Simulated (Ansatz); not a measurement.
**Calculated with Ansatz: Ba2Os, settings compared**

The command:

```bash
ansatz run input.yaml --threads 1 --pin off --max-ram 2560MiB --backend cpu --events-out ev --progress --plain --runs-dir out
```

Input:

```yaml
crystal:
  lattice:
    - [0.0, 4.15764327, 0.0]
    - [4.15764327, 0.0, 0.0]
    - [2.07882214, 2.07882214, -7.39655665]
  atoms:
    - { symbol: Os, position: [0.0, 0.0, 0.0] }
    - { symbol: Ba, position: [0.37, 0.37, 0.26] }
    - { symbol: Ba, position: [0.63, 0.63, 0.74] }
  symmetry: { tolerance: 0.0003 }
kpoints:
  mp_grid: { grid: [5, 5, 5], shift: [0, 0, 0] }
magnetization:
  spin_polarized: false
scf:
  occupations: { method: fermi_dirac }
hamiltonian:
  pseudopotentials: { kind: paw }
  xc: pbesol
basis:
  ecutwfc: 420
output:
  forces: true
  stress: true
  eigenvalues: true
  write_density: true
  write_potential: true
  elf: true
  volumetric_format: npy
relax:
  max_steps: 40
  cell: {}
```

Origin of the cell: a known structure type with other elements, at an estimated volume, so it need not be a known compound.

The smearing width isn't typed, so it takes its default of 0.1 eV.

Output of this run (shortened):

```
SCF iter   1: F=—  HF=-22973.271241 eV  Δρ=7.03e-3  dr2=1.28e-1
SCF iter   2: F=—  HF=-22973.265359 eV  Δρ=3.07e-3  dr2=2.29e-2
SCF iter   3: F=—  HF=-22973.264264 eV  Δρ=5.51e-4  dr2=8.96e-4
SCF iter   4: F=—  HF=-22973.264278 eV  Δρ=1.95e-4  dr2=1.19e-4
SCF iter   5: F=—  HF=-22973.264262 eV  Δρ=8.21e-5  dr2=1.01e-5
SCF iter   6: F=—  HF=-22973.264268 eV  Δρ=2.56e-5  dr2=1.83e-6
SCF iter   7: F=-22973.264268 eV  HF=-22973.264268 eV  Δρ=4.35e-6  dr2=3.13e-8
relax step   1: F+E_penalty+E_count = -22973.264268 eV  Δ(F+E_penalty+E_count) = +0.000e0 eV  max|allowed force component| = 1.278e0 eV/Å  Δτ_max = 0.0000 Å  P = -6.629 GPa  Ω = 127.857 Å³  ( […]
relax step   2: F+E_penalty+E_count = -22973.972255 eV  Δ(F+E_penalty+E_count) = -7.080e-1 eV  max|allowed force component| = 1.094e-1 eV/Å  Δτ_max = 0.1948 Å  P = -3.919 GPa  Ω = 116.488 Å³ […]
relax step   3: F+E_penalty+E_count = -22974.238231 eV  Δ(F+E_penalty+E_count) = -2.660e-1 eV  max|allowed force component| = 3.832e-1 eV/Å  Δτ_max = 0.0099 Å  P = -0.673 GPa  Ω = 103.854 Å³ […]
relax step   4: F+E_penalty+E_count = -22974.317621 eV  Δ(F+E_penalty+E_count) = -7.939e-2 eV  max|allowed force component| = 1.501e-1 eV/Å  Δτ_max = 0.0905 Å  P = +0.486 GPa  Ω = 95.840 Å³ […]
relax step   5: F+E_penalty+E_count = -22974.321243 eV  Δ(F+E_penalty+E_count) = -3.621e-3 eV  max|allowed force component| = 2.410e-2 eV/Å  Δτ_max = 0.0182 Å  P = -0.089 GPa  Ω = 96.168 Å³ […]
relax step   6: F+E_penalty+E_count = -22974.321917 eV  Δ(F+E_penalty+E_count) = -6.741e-4 eV  max|allowed force component| = 9.292e-3 eV/Å  Δτ_max = 0.0071 Å  P = +0.025 GPa  Ω = 96.269 Å³ […]
relax step   7: F+E_penalty+E_count = -22974.322745 eV  Δ(F+E_penalty+E_count) = -8.286e-4 eV  max|allowed force component| = 7.689e-3 eV/Å  Δτ_max = 0.0212 Å  P = +0.123 GPa  Ω = 97.183 Å³ […]
relax step   8: F+E_penalty+E_count = -22974.323012 eV  Δ(F+E_penalty+E_count) = -2.666e-4 eV  max|allowed force component| = 8.138e-3 eV/Å  Δτ_max = 0.0145 Å  P = +0.082 GPa  Ω = 98.082 Å³ […]
relax step   9: F+E_penalty+E_count = -22974.323063 eV  Δ(F+E_penalty+E_count) = -5.082e-5 eV  max|allowed force component| = 1.977e-3 eV/Å  Δτ_max = 0.0048 Å  P = +0.014 GPa  Ω = 98.524 Å³ […]
relax step  10: F+E_penalty+E_count = -22974.321676 eV  Δ(F+E_penalty+E_count) = +1.386e-3 eV  max|allowed force component| = 1.900e-3 eV/Å  Δτ_max = 0.0000 Å  P = +0.013 GPa  Ω = 98.524 Å³  stress off target by 1.40e-2 GPa […]
SCF 10 converged in 6 iterations: F = -22974.321676 eV  dr2 = 1.86e-11
basis re-selected at this cell: Δ(F+E_penalty+E_count) = +1.386e-3 eV, ΔP = -0.001 GPa vs the last step (what re-selecting the basis moved, of the pressure what is left beyond the Pulay corre […]
SCF converged after 6 iterations
Free energy (F): -22974.321676 eV
Harris-Foulkes:  -22974.321676 eV  (|F-HF|=1.46e-11)
Internal energy: -22974.207637 eV  (E = F + TS)
E sigma→0 (E₀):  -22974.264657 eV
Entropy (-TS):   -0.114039 eV (-38.013 meV/atom)
Fermi energy:    10.937221 eV
--- Per-component energies (eV) ---
  E_band       = -314.491126
  E_kinetic    = 906.777973
  E_local      = -3066.783703  (includes V_loc(G=0)·N_el)
  E_nonlocal   = 121.412003
  E_hartree    = 1283.299715
  E_xc         = -598.928331
  E_vxc        = -555.294322  (∫ρ·V_xc dr)
  E_paw        = -19162.062756  (= ΣΔE_a)
  E_vpaw       = -287.202612  (= ΣTr[D̂ρ^β])
  E_aug_tail   = -0.000078  (compensation charges beyond the density's cutoff)
  E_ewald      = -2458.473259
  E_core_change = 0.550799  (= ΣΔE_core)
  E_smearing   = -0.114039  (= −TS)
  Σ components = -22974.321676   (vs F -22974.321676, Δ=0.00e0)
--- Forces (eV/Å), atoms counted from 1 ---
  atom   1  Os     0.000000    -0.000000     0.000000
  atom   2  Ba     0.000000     0.000000    -0.001900
  atom   3  Ba    -0.000000    -0.000000     0.001900
  max |Σ_I F_I| component: 0.00e0 eV/Å
--- Stress (GPa, compression-positive) ---
        0.013972      -0.000000       0.000000
       -0.000000       0.013972       0.000000
        0.000000       0.000000       0.010664
  P = ⅓ Tr σ = 0.0129 GPa (0.129 kbar)
--- Relaxed structure (9 steps of the walk, 9 accepted, 1 SCFs on fresh bases) ---
  F+E_penalty+E_count = -22974.321676 eV   max|allowed force component| = 1.900e-3 eV/Å   (the final SCF, on the basis selected at the relaxed cell)
  cell:  # Å, volume = 98.5237 Å³
    - [-2.095e-15, 3.647508, 1.245e-7]
    - [3.647508, -2.095e-15, 1.245e-7]
    - [1.823754, 1.823754, -7.405393]
  atoms:
    - { symbol: Os, position: [3.127e-19, 3.127e-19, -6.254e-19] }
    - { symbol: Ba, position: [0.379716, 0.379716, 0.240567] }
    - { symbol: Ba, position: [0.620284, 0.620284, 0.759433] }
```

The same input was run again with these changes:

1. `magnetization` { spin_polarized: false } → { spin_polarized: true } (starts: random); `scf.occupations.method` fermi_dirac → methfessel_paxton; `scf.occupations.width` default → 0.05; `accuracy` default → high; typed moments: Os1 -1, Ba2 -2, Ba3 4
2. `hamiltonian.xc` pbesol → rpbe
3. `scf.eigensolver.kind` default → davidson; `basis.precision` default → f64; `hamiltonian.dispersion` default → d4

| run | end | SCF iterations | volume (Å³/atom) | max force component (eV/Å) | moment (μB) | ΔE(σ→0) (meV/atom) |
| --- | --- | --- | --- | --- | --- | --- |
| base | converged | 69 | 32.84 | 0.002 | – | 0 |
| 1 | converged | 93 | 31.14 | 0.000 | 0.09 | -1.53 |
| 2 | converged | 74 | 40.07 | 0.001 | – | – |
| 3 | converged | 71 | 29.63 | 0.001 | – | – |

Energies are compared only where functional, datasets, charge and starting cell are the same.

Run 1 relaxed to another structure than the base run, so its differences aren't those of the setting alone.

Caveats of the base run: no moments, though an odd count or open d shells may carry them; no spin-orbit coupling, though heavy elements are present; the k mesh is coarse if the cell is a metal; the relaxation held the start's symmetry, so the end may be a saddle point.

Run 1: a starting moment was lost.
Run 2: forces of this functional can be a tenth off on datasets made under PBE.

The base run took 34 s on 1 thread of Arm Neoverse V2, on a shared host, peak memory 0.39 GiB, from the program's own first density.
